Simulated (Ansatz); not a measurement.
**Pd: strain and displacement**

```yaml
crystal:
  lattice:
    - [0.00000, 1.94490, 1.94490]
    - [1.94490, 0.00000, 1.94490]
    - [1.94490, 1.94490, 0.00000]
  atoms:
    - { symbol: Pd, position: [0.00000, 0.00000, 0.00000] }
```

The conventional cell has a = 3.890 Å, b = 3.890 Å, c = 3.890 Å, α = 90.00°, β = 90.00°, γ = 90.00°. Around Pd (atom 1) lie 12 Pd at 2.75 Å.

The geometry is COD entry 9008478, unchecked; take it as a test cell.

Spin polarisation is left out, and whether a magnetic state lies lower isn't shown here.

These are results of DFT, LDA, PAW with Ansatz's default frozen-core files, scalar-relativistic in Ansatz 0.2.0, not measurements.

Sampling and basis: a Γ-centred 18×18×18 k mesh, Fermi–Dirac smearing of 0.05 eV, cutoff 420 eV, no spin polarisation; the PAW files were made with PBE, and the program remakes their frozen cores for this functional.

The unchanged cell is at -8.02 GPa.

In a metal, stresses and small energies carry noise from the k mesh.

x, y and z are the Cartesian axes of the cell as listed; fractional coordinates follow a strain, and an engineering shear is twice the off-diagonal strain component.

With equal xy, yz and zx engineering shear strains of -3 %: energy change +8.1 meV/atom; stress change (xx, yy, zz, yz, xz, xy) 0.53, 0.53, 0.53, 2.06, 2.06, 2.06 GPa, compression positive.

(1) With this change (equal xy, yz and zx engineering shear strains of -1 %), what becomes of the energy and stress?

With equal xy, yz and zx engineering shear strains of +2 %: energy change +3.5 meV/atom; stress change (xx, yy, zz, yz, xz, xy) 0.24, 0.24, 0.24, -1.38, -1.38, -1.38 GPa, compression positive.

(2) With this change (equal xy, yz and zx engineering shear strains of -2 %), what becomes of the energy and stress?

With equal xy, yz and zx engineering shear strains of +1 %: energy change +0.9 meV/atom; stress change (xx, yy, zz, yz, xz, xy) 0.06, 0.06, 0.06, -0.68, -0.68, -0.68 GPa, compression positive.

(3) With this change (equal xy, yz and zx engineering shear strains of +3 %), what becomes of the energy and stress?

Results:

(1) Energy change +0.9 meV/atom; stress change (xx, yy, zz, yz, xz, xy) 0.06, 0.06, 0.06, 0.68, 0.68, 0.68 GPa, compression positive.

(2) Energy change +3.5 meV/atom; stress change (xx, yy, zz, yz, xz, xy) 0.23, 0.23, 0.23, 1.36, 1.36, 1.36 GPa, compression positive.

(3) Energy change +8.0 meV/atom; stress change (xx, yy, zz, yz, xz, xy) 0.53, 0.53, 0.53, -2.12, -2.12, -2.12 GPa, compression positive.
